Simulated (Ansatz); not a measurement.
CaZn2:
```
CELL_PARAMETERS angstrom
     -2.27078     3.66364     3.71688
      2.27078    -3.66364     3.71688
      2.27078     3.66364    -3.71688
ATOMIC_POSITIONS crystal
  Ca 0.19847 0.44847 0.75000
  Ca 0.80153 0.55153 0.25000
  Zn 0.77286 0.83615 0.93670
  Zn 0.22714 0.16385 0.06330
  Zn 0.39945 0.83615 0.56330
  Zn 0.60055 0.16385 0.43670
```

Relaxed with r²SCAN. Special points in fractions of this cell's reciprocal vectors: Γ (0.000, 0.000, 0.000); X (0.500, 0.500, -0.500); F2 (0.343, 0.657, -0.343); Σ0 (-0.343, 0.343, 0.343); Y0 (0.493, -0.493, 0.493); U0 (0.507, 0.493, -0.493); R (0.000, 0.500, 0.000); W (0.250, 0.250, 0.250); S (0.500, 0.000, 0.000); T (0.000, 0.000, 0.500).

Task: List the band energies nearest the Fermi level at these points for the program Ansatz at the r²SCAN level (PAW).

Result: In eV from the Fermi level; about four levels below and three above (degenerate sets whole), none deeper than 8.9 eV; points with the same levels are listed once.

```csv
k,below,above
Γ,-2.48 -1.17 -0.93 -0.08,0.11 0.94 2.13
X,-5.36 -4.76 -2.88 -0.53,0.65 2.52 2.59
F2,-4.87 -2.65 -2.02 -0.57,0.74 1.26 2.76
R,-4.14 -2.46 -1.24 -0.93,0.44 0.51 1.32
W,-5.32 -5.32 -3.82 -3.82,0.03 0.03 0.35 0.35
S,-1.62 -1.45 -0.66 -0.31,0.90 1.00 1.66
T,-3.07 -3.07 -1.20 -1.20,0.39 0.39 1.91 1.91
```

Space group Imma. The first step of the workflow began from a Materials Project structure, measured or hypothetical; the Crystallography Open Database copy checked does not list it. Its standing as an ambient phase is unchecked. Symmetry was held in the r²SCAN relaxation; its stability against distortions is not shown here.

Potentials: the later of the program's two PAW sets.
